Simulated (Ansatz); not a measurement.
SrSi₃Ni:
```xyz
5
Lattice="-2.0869 2.0869 4.8859 2.0869 -2.0869 4.8859 2.0869 2.0869 -4.8859" Properties=species:S:1:pos:R:3 pbc="T T T"
Sr     0.0000     0.0000     5.8530
Si     0.0000     0.0000     0.0206
Si     2.0869     0.0000     3.4200
Si     0.0000     2.0869     3.4200
Ni     0.0000     0.0000     2.3906
```

Relaxed with r²SCAN. Special points in fractions of this cell's reciprocal vectors: Γ (0.000, 0.000, 0.000); X (0.000, 0.000, 0.500); P (0.250, 0.250, 0.250); N (0.000, 0.500, 0.000); M (0.500, 0.500, -0.500); S (0.296, 0.704, -0.296); S0 (-0.296, 0.296, 0.296); R (-0.091, 0.091, 0.500); G (0.500, 0.500, -0.091).

### Question
List the band energies nearest the Fermi level at these points for r²SCAN (plane waves, PAW; program Ansatz).

### Answer
In eV from the Fermi level; about four levels below and three above (degenerate sets whole), none deeper than 8.9 eV; points with the same levels are listed once.

```csv
k,below,above
Γ,-2.39 -2.19 -1.63 -1.63,0.42 0.42 0.95
X,-2.38 -2.23 -2.02 -1.86,2.16 3.15 4.09
P,-2.32 -2.09 -2.09 -1.91,1.37 3.81 3.81
N,-1.86 -0.79 -0.41 -0.20,1.65 2.18 2.27
M,-2.19 -2.19 -1.77 -0.37,1.35 1.61 1.61
S,-2.07 -1.87 -1.19 -0.23,0.24 1.69 2.68
R,-2.28 -1.97 -1.97 -1.61,2.06 3.10 4.04
```

Space group I4mm. The workflow started from a Materials Project entry (that database holds measured and hypothetical structures alike); the Crystallography Open Database copy checked does not list it. Its standing as an ambient phase is unchecked. The r²SCAN relaxation kept the symmetry of its start; its stability against distortions is not shown here. No spin polarisation was allowed. Spin–orbit coupling is left out wherever it is not named.

Potentials: the later of the program's two PAW sets.
